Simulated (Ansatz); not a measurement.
Space group P-3m1 (No. 164). a = 2.727 Å, b = 2.727 Å, c = 6.681 Å, α = 90.00°, β = 90.00°, γ = 120.00°
```csv
atom,site,symmetry,x,y,z
Ir,2d,3m.,0.3333,0.6667,0.6662
Rh,1a,-3m.,0.0000,0.0000,0.0000
```

Equation of state of this Ir2Rh structure (not necessarily the ground state), with shape and atoms relaxed at each volume where symmetry leaves them free. It has no gap at any of these volumes. These are results of Ansatz 0.2.0, DFT PBE, scalar-relativistic, plane waves, PAW, not measurements.

Settings: cutoff 420 eV, Γ-centred mesh 18×18×8 on the computed 3-atom cell, Gaussian smearing of 0.10 eV; no spin polarisation.

```json
{"V (Å³/atom)": "12.619", "E − E(largest V) (meV/atom)": "148.00", "P (GPa)": "56.16"}
{"V (Å³/atom)": "13.049", "E − E(largest V) (meV/atom)": "22.33", "P (GPa)": "38.08"}
{"V (Å³/atom)": "13.479", "E − E(largest V) (meV/atom)": "-58.96", "P (GPa)": "23.02"}
{"V (Å³/atom)": "13.909", "E − E(largest V) (meV/atom)": "-103.26", "P (GPa)": "10.46"}
{"V (Å³/atom)": "14.339", "E − E(largest V) (meV/atom)": "-116.76", "P (GPa)": "0.01"}
{"V (Å³/atom)": "14.770", "E − E(largest V) (meV/atom)": "-104.65", "P (GPa)": "-8.67"}
{"V (Å³/atom)": "15.200", "E − E(largest V) (meV/atom)": "-71.27", "P (GPa)": "-15.86"}
{"V (Å³/atom)": "15.773", "E − E(largest V) (meV/atom)": "0.00", "P (GPa)": "-23.51"}
```

Problem. Fit a third-order Birch–Murnaghan equation, E = E0 + (9V0B0/16)·[(x − 1)³B0' + (x − 1)²(6 − 4x)] with x = (V0/V)^(2/3), to E(V).

Solution. V0 = 14.34 Å³/atom, B0 = 317 GPa, B0' = 5.1.

Spin-orbit coupling is left out, which matters for the bands of heavy elements.

The cell was found from a structure generator's guess, not taken from experiment.
